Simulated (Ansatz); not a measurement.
# Zr (simple cubic): energy against volume

Theory: DFT, r2SCAN, plane waves (500 eV) with PAW, scalar-relativistic (Ansatz 0.2.0). (PAW data from PBE, frozen cores regenerated.)

The cell is scaled uniformly from the relaxed one, with fractional coordinates and shape fixed. Energies are extrapolated to zero smearing, pressures are those at the given smearing. Magnetic state: spin not included.

A Birch-Murnaghan fit gives V₀ = 24.62 Å³/atom, B₀ = 63 GPa, B₀′ = 3.2.

Task: What are the energy above the minimum and the pressure at 21.571 Å³/atom?

Result: 88.2 meV/atom and 10.75 GPa as computed.

Task: What are the energy above the minimum and the pressure at 22.552 Å³/atom?

Result: 37.9 meV/atom and 6.65 GPa as computed.

Task: What are the energy above the minimum and the pressure at 23.532 Å³/atom?

Result: 10.0 meV/atom and 3.27 GPa as computed.
